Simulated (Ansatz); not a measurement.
# EuSb in the CsCl-type structure: a workflow

The computed numbers are results of PBE, scalar-relativistic (collinear spin) in the plane-wave PAW code Ansatz at 420 eV, Γ-centred 10×10×5 mesh, 0.05 eV Gaussian smearing. The datasets are Ansatz's generated set soft_2.

This is a trial structure: such lanthanide and actinide compounds mostly take the rock-salt structure.

The start:

```xyz
2
Lattice="3.7465 0.0000 0.0000 0.0000 3.7465 0.0000 0.0000 0.0000 3.7465" Properties=species:S:1:pos:R:3 pbc="T T T"
Eu    0.0000    0.0000    0.0000
Sb    1.8732    1.8732    1.8732
```

Starting moments (μB, in the order of the atoms): 6.0, 0.0.

The first steps of the search for zero pressure:

```csv
run,level,k-mesh,kind,V (Å³/atom),P (GPa),gap on the mesh (eV),largest moment (μB)
1,PBE,10×10×10,fixed cell,26.29,8.3,metal,6.70
```

Q: At which volume does PBE reach zero pressure?

A: 30.43 Å³/atom, about 15.7 % over the start.

The steps that followed:

```csv
run,level,k-mesh,kind,V (Å³/atom),P (GPa),E − E(final) (meV/atom),gap on the mesh (eV),largest moment (μB)
2,PBE,10×10×10,fixed cell,27.75,4.7,49.8,metal,6.72
3,PBE,10×10×10,fixed cell,30.59,-0.1,13.0,metal,6.76
4,PBE,10×10×10,fixed cell,30.51,0.0,13.0,metal,6.76
5,PBE,10×10×5,"shape and atoms relaxed, volume fixed, new magnetic order",30.51,-0.1,0.0,metal,6.81
6,PBE,10×10×5,"shape and atoms relaxed, volume fixed, new magnetic order",30.39,0.1,0.0,metal,6.81
7,PBE,10×10×5,"shape and atoms relaxed, volume fixed, new magnetic order",30.43,0.0,0.0,metal,6.81
```

The final structure (symmetry read at 0.01 Å). Symmetry: Pm-3m, No. 221, cubic system. Conventional cell: a = 3.934 Å, b = 3.934 Å, c = 3.934 Å, α = 90.00°, β = 90.00°, γ = 90.00°. Eu (site symmetry m-3m) has 8 Sb at 3.41 Å as nearest neighbours. Around Sb (site symmetry m-3m) lie 8 Eu at 3.41 Å. (Shells end 15 % past the nearest neighbour.)

- Among 6 magnetic starts the lowest energy, to 0.5 meV/atom, came from: antiferromagnetic, doubled cell, propagation vector (0, 0, 1/2). The next state (antiferromagnetic, doubled cell, propagation vector (1/2, 1/2, 1/2)) lies 9.8 meV/atom higher.
- At the final geometry the gap, band path included, is zero (metallic) and the site spin moments are Eu 6.81, -6.81 μB.
- The equation of state gives B0 = 41 GPa and B0′ = 4.3.
- Against the elements' standard states, run alike and uncorrected, the formation energy is -0.89 eV/atom.
- The runs in the table took roughly 7 core-minutes.

Without a U the 4f levels of Eu lie too near the Fermi level, so their share of the states there, and what hangs on it, is overstated. No spin–orbit coupling, a notable omission for heavy elements. The run wasn't fully tested for a lower electronic state. Site moments are of spin, integrated over atomic spheres. For an f⁶ shell, the formal count of Eu here, Hund's rules give L = S = 3 and J = 0, a non-magnetic ion. Spin-polarised DFT, with or without U, favours a large spin moment instead, a known failure, so moments and magnetic energies here aren't predictions.
